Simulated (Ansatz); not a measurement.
Starting structure of a cell relaxation (symmetry kept):

```cif
data_structure
_symmetry_space_group_name_H-M 'Fd-3m:1'
_symmetry_Int_Tables_number 227
_cell_length_a 7.5423
_cell_length_b 7.5423
_cell_length_c 7.5423
_cell_angle_alpha 90.000
_cell_angle_beta 90.000
_cell_angle_gamma 90.000
_cell_volume 429.06
loop_
_atom_site_label
_atom_site_type_symbol
_atom_site_symmetry_multiplicity
_atom_site_Wyckoff_symbol
_atom_site_fract_x
_atom_site_fract_y
_atom_site_fract_z
_atom_site_occupancy
Ca1 Ca 8 b 0.25000 0.75000 0.25000 1
Ir1 Ir 16 c 0.12500 0.12500 0.12500 1
```

Computed with DFT PBEsol, scalar-relativistic, plane waves, PAW in Ansatz 0.2.0.

Settings: cutoff 420 eV, Γ-centred mesh 8×8×8 on the computed 6-atom cell, Gaussian smearing of 0.10 eV; no spin polarisation.

Task: What does it relax to?

Result: The volume goes down by 0.41 Å³/atom to 17.47 Å³/atom, and the energy falls by 5.2 meV/atom. Final structure:
```cif
data_structure
_symmetry_space_group_name_H-M 'P 1'
_symmetry_Int_Tables_number 1
_cell_length_a 5.2924
_cell_length_b 5.2924
_cell_length_c 5.2924
_cell_angle_alpha 60.000
_cell_angle_beta 60.000
_cell_angle_gamma 60.000
_cell_volume 104.82
loop_
_atom_site_label
_atom_site_type_symbol
_atom_site_fract_x
_atom_site_fract_y
_atom_site_fract_z
_atom_site_occupancy
Ca1 Ca 0.25000 0.25000 0.25000 1
Ca2 Ca 0.00000 0.00000 0.00000 1
Ir1 Ir 0.62500 0.62500 0.62500 1
Ir2 Ir 0.12500 0.62500 0.62500 1
Ir3 Ir 0.62500 0.12500 0.62500 1
Ir4 Ir 0.62500 0.62500 0.12500 1
```

Course of the relaxation (steps run on the plane waves of an earlier cell, and the basis is chosen afresh near the end, so energy and pressure can step there; trial steps that raised the energy were taken back; energies are free energies):

| step | E − E_final (meV/atom) | P (GPa) | V (Å³/atom) |
| --- | --- | --- | --- |
| 1 | 5.2 | -4.02 | 17.88 |
| 2 | 12.3 | 6.97 | 16.88 |
| 3 | -0.1 | -0.27 | 17.50 |
| 4 | -0.1 | 0.01 | 17.47 |
| 5 | 0.0 | 0.02 | 17.47 |

Spin–orbit coupling is left out, which can shift energies with elements as heavy as these.

Cost: 1 run of about 0.4 core-minutes, on Intel Xeon 6975P-C (Granite Rapids) (shared hosts).